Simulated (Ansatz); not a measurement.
Ti$_{2}$O$_{3}$: enthalpy against pressure

Ti$_{2}$O$_{3}$, R-3c, a = 5.040 Å, c = 13.875 Å. Ansatz: PBEsol, PAW, 420 eV, Γ-centred 12×12×12 mesh on 10 atoms, Gaussian smearing 0.10 eV; no spin polarisation. Cell and atoms are relaxed at each pressure, and no other structure is tried, so the rows at high pressure may lie past a change of phase. y is the enthalpy over the state at zero pressure; there V0 = 10.173 Å³/atom. The pressures are the targets, met within 0.05 GPa.

```tsv
P (GPa)	y (eV/atom)
-1.0	-0.0636
0.0	0.0000
1.0	0.0634
4.0	0.2518
12.0	?
25.0	1.5150
```

Problem. Fit y = c1 P + c2 P² + c3 P³ to the other rows, say what c1 and c2 mean, and predict the missing value.

Solution. Least squares on the rows shown. y = 0.063488 P − 0.00013778 P² + 8.8990×10⁻⁷ P³. Since dH/dP = V, c1 is V0: 0.063488 eV/GPa × 160.2 = 10.171 Å³ against 10.173; c2 = −V0/(2B0) gives B0 = 230 GPa, where a Birch–Murnaghan fit to the volumes of the same runs (not shown) gives 236 GPa. At P = 12.0 the fit asked for gives 0.7436 eV/atom. The run gave 0.7439 eV/atom, so the fit is 0.0003 eV/atom too low, a small miss on the scale of the series.

Spin polarisation was left out, and a magnetic state may lie lower.

Cost: 6 runs of about 34 core-minutes in all, on Intel Xeon Platinum 8488C (Sapphire Rapids) (shared hosts).